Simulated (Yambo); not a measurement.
Yambo run on ScF$_{3}$ (space group R-3c, No. 167). The wavefunctions are LDA (pw.x of Quantum ESPRESSO, ONCV potentials, no spin-orbit coupling) ones on a 2×2×2 mesh (32 occupied bands); a = b = c = 5.700 Å, α = β = γ = 60.03°.

Yambo input:

```
rim_cut
gw0
dyson
el_el_corr
HF_and_locXC
ppa
em1d
RandQpts= 1000000
RandGvec= 1 Ry
EXXRLvcs= 84 Ry
VXCRLvcs= 336 Ry
Chimod= "HARTREE"
% BndsRnXp
 3 | 197 |
%
NGsBlkXp= 7 Ry
% LongDrXp
 1.0 | 1.0 | 1.0 |
%
PPAPntXp= 27.2114 eV
% GbndRnge
 1 | 81 |
%
GTermKind= "none"
DysSolver= "n"
ExtendOut
% QPkrange
 1 | 1 | 32 | 33 |
%
```

k points by index: 1 = Γ.

Table of the .qp output:

```
#    K-point    Band    Eo [eV]    E [eV]    E-Eo [eV]    Vxc [eV]    Vnlxc [eV]    Sc|Eo [eV]    Sc|E [eV]    dSc/dw|Eo [eV]    Re(Z)    Im(Z)
#
    1    32    0.000000    -1.681744    -1.681744    -22.66187    -30.51301    5.764442    6.169398    -6.551732    0.805948    -0.001304
    1    33    6.155284    9.946800    3.791517    -17.58408    -9.242386    -3.840840    -4.550177    -5.090643    0.842403    -0.001112
```
(The two width columns are left out.) Convergence of these settings isn't established.

Geometry of the Materials Project entry, not relaxed at this level.

The structure is a Materials Project entry; no match was found in the copy of COD used, and its stability was not checked.
